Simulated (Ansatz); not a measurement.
B (simple cubic, space group No. 221) at seven volumes, plane-wave PAW PBE (Ansatz code), scaled uniformly. One row is withheld.

```tsv
V (Å³/atom)	P (GPa)
6.098	?
6.299	16.19
6.500	7.54
6.701	0.00
6.902	-6.57
7.103	-12.29
7.304	-17.26
```

Q: Fit the shown pressures and predict the withheld one.

A: P = (3/2)B₀(x^(7/2) − x^(5/2))[1 + (3/4)(B′ − 4)(x − 1)] with x = (V₀/V)^(2/3). Least squares on the six rows gives V₀ = 6.701 Å³/atom, B₀ = 234 GPa, B′ = 3.61. At V = 6.098, x = 1.0649 and P = 26.14 GPa. The run itself gave 26.14 GPa.

Space group Pm-3m (simple cubic). A made-up cell: these elements were put on the sites of a structure type; neither database checked (COD, Materials Project) lists it. It is not the phase usual at ambient conditions (space group No. 166). The cell was relaxed with PBE under the symmetry of its start; whether a distortion lowers the energy is not shown.

Potentials: the earlier of the program's two PAW sets.
